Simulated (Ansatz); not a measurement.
LiNbSe$_{2}$:
```xyz
8
Lattice="3.5240 0.0000 0.0000 -1.7620 3.0519 0.0000 0.0000 0.0000 13.5565" Properties=species:S:1:pos:R:3 pbc="T T T"
Li     0.0000     0.0000     0.0000
Li     0.0000     0.0000     6.7783
Nb     0.0000     0.0000     3.3891
Nb     0.0000     0.0000    10.1674
Se     0.0000     2.0346     1.7311
Se     1.7620     1.0173    11.8254
Se     1.7620     1.0173     8.5094
Se     0.0000     2.0346     5.0471
```

Relaxed with r²SCAN. Special points in fractions of this cell's reciprocal vectors: Γ (0.000, 0.000, 0.000); M (0.500, 0.000, 0.000); K (0.333, 0.333, 0.000); A (0.000, 0.000, 0.500); L (0.500, 0.000, 0.500); H (0.333, 0.333, 0.500).

Task: List the band energies nearest the valence-band maximum at these points for the program Ansatz at the r²SCAN level (PAW).

Result: In eV from the valence-band maximum; about four levels below and three above (degenerate sets whole), none deeper than 8.9 eV; points with the same levels are listed once.

```json
[
 {"k": "Γ", "below": "-2.29 -2.29 -2.28 -0.90 0.00", "above": "1.76 1.76 1.82 1.82"},
 {"k": "M", "below": "-2.68 -2.36 -1.51 -1.17", "above": "1.75 1.82 1.93"},
 {"k": "K", "below": "-3.53 -3.53 -0.39 -0.39", "above": "1.05 1.05 1.81 1.81"},
 {"k": "A", "below": "-2.30 -2.30 -2.30 -2.30 -0.30 -0.30", "above": "1.78 1.78 1.78 1.78"},
 {"k": "L", "below": "-2.51 -2.51 -1.28 -1.28", "above": "1.78 1.78 1.90 1.90"},
 {"k": "H", "below": "-3.46 -3.46 -0.37 -0.37", "above": "1.05 1.05 1.57 1.57"}
]
```

Space group P6_3/mmc. The workflow started from a Materials Project entry (that database holds measured and hypothetical structures alike); the Crystallography Open Database copy checked does not list it. Its standing as an ambient phase is unchecked. The cell was relaxed with r²SCAN under the symmetry of its start; its stability against distortions is not shown here. The run is not spin-polarised. Scalar-relativistic: spin–orbit coupling is off unless named, which matters more the heavier the elements.

Potentials: the later of the program's two PAW sets.
